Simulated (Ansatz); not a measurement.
The relaxed structure here is a generated cell of CsSnI3: the first start was made by a random draw of sites in a space group, and the end was not matched to a known phase here, so it may be hypothetical. Known forms of CsSnI3 include space group No. 62, 221.

One starting cell of CsSnI₃ (a randomly generated symmetric cell of CsSnI3 (space group No. 65)) was relaxed twice with Ansatz (plane waves, PAW, scalar-relativistic): with r2SCAN at 500 eV and with PBE at 420 eV. The r2SCAN result:

```cif
data_CsI3Sn
_chemical_formula_sum 'Cs1 I3 Sn1'
_space_group_name_H-M_alt 'P4/mmm'
_space_group_IT_number 123
_space_group_name_Hall '-P 4 2'
_cell_length_a 4.74387
_cell_length_b 4.74387
_cell_length_c 11.61567
_cell_angle_alpha 90.000
_cell_angle_beta 90.000
_cell_angle_gamma 90.000
loop_
_atom_site_label
_atom_site_type_symbol
_atom_site_symmetry_multiplicity
_atom_site_Wyckoff_symbol
_atom_site_fract_x
_atom_site_fract_y
_atom_site_fract_z
_atom_site_occupancy
Cs1 Cs 1 d 0.50000 0.50000 0.50000 1
I1 I 2 h 0.50000 0.50000 0.15718 1
I2 I 1 b 0.00000 0.00000 0.50000 1
Sn1 Sn 1 a 0.00000 0.00000 0.00000 1
```

| quantity | r2SCAN | PBE |
|---|---|---|
| space group | P4/mmm | P4/mmm |
| volume (Å³/atom) | 52.28 | ? |
| a (Å) | 4.744 | ? |
| c (Å) | 11.616 | ? |
| gap (eV, no spin-orbit coupling) | 0.00 | ? |

Q: What does PBE give for the same quantities?

A: 
- volume (Å³/atom), PBE: 54.55
- a (Å), PBE: 4.758
- c (Å), PBE: 12.049
- gap (eV, no spin-orbit coupling), PBE: 0.00

Both levels end in the same structure; PBE's volume is 4.3 % larger. Neither column is exact.

No spin polarisation in the result. Without spin-orbit coupling the bands of the heavy element are not split, so the gap can be far off.

The run could not lose the symmetry of its start, so the end can be a saddle point.

Ansatz is a program for electronic structure.
